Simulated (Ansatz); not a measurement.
**HfAu2: course of a relaxation**

All numbers below come from Ansatz 0.2.0, DFT PBEsol, scalar-relativistic, plane waves, PAW. Settings: 420 eV cutoff, 10×10×4 k-mesh, Gaussian smearing of 0.10 eV, no spin polarisation.

What was changed: strain along c alone, the other axes held, atoms relaxed: -2.0 %.

Spin–orbit coupling is left out, which can shift energies with elements as heavy as these.

Input:

```yaml
crystal:
  lattice:
    - [3.5250057755, 0.0, 0.0]
    - [0.0, 3.5250057755, 0.0]
    - [0.0, 0.0, 8.4972156143]
  atoms:
    - { symbol: Hf, position: [0.0, 0.0, 0.0] }
    - { symbol: Hf, position: [0.5, 0.5, 0.5] }
    - { symbol: Au, position: [0.5, 0.5, 0.1678875141] }
    - { symbol: Au, position: [0.0, 0.0, 0.3321124859] }
    - { symbol: Au, position: [0.0, 0.0, 0.6678875141] }
    - { symbol: Au, position: [0.5, 0.5, 0.8321124859] }
basis:
  ecutwfc: 420
kpoints:
  mp_grid: { grid: [10, 10, 4] }
hamiltonian:
  xc: pbesol
scf:
  occupations: { method: gaussian, width: 0.1 }
output:
  forces: true
  stress: true
  eigenvalues: true
relax:
  adjacent_minimum: "off"
  f_tol: 0.008
  max_steps: 40
```

F is the free energy.

Steps:

```csv
step,F − F(1) (eV),largest force component (eV/Å)
1,0.0000,0.011
2,0.0000,0.017
3,0.0000,0.011
4,0.0000,0.018
5,0.0000,0.000
```

Relaxed structure:

```cif
data_structure
_symmetry_space_group_name_H-M 'P 1'
_symmetry_Int_Tables_number 1
_cell_length_a 3.5250
_cell_length_b 3.5250
_cell_length_c 8.4972
_cell_angle_alpha 90.000
_cell_angle_beta 90.000
_cell_angle_gamma 90.000
_cell_volume 105.58
loop_
_atom_site_label
_atom_site_type_symbol
_atom_site_fract_x
_atom_site_fract_y
_atom_site_fract_z
_atom_site_occupancy
Hf1 Hf 0.00000 0.00000 0.00000 1
Hf2 Hf 0.50000 0.50000 0.50000 1
Au1 Au 0.50000 0.50000 0.16781 1
Au2 Au 0.00000 0.00000 0.33219 1
Au3 Au 0.00000 0.00000 0.66781 1
Au4 Au 0.50000 0.50000 0.83219 1
```

It takes space group I4/mmm (No. 139, tetragonal). Conventional cell: a = 3.525 Å, b = 3.525 Å, c = 8.497 Å, α = 90.00°, β = 90.00°, γ = 90.00°. Around Hf (site symmetry 4/mmm) lie 10 Au at 2.82 to 2.87 Å. Au (site symmetry 4mm) has 5 Hf at 2.82 to 2.87 Å and 5 Au at 2.85 to 2.86 Å as nearest neighbours.

The run converged. The run took roughly 80 core-seconds.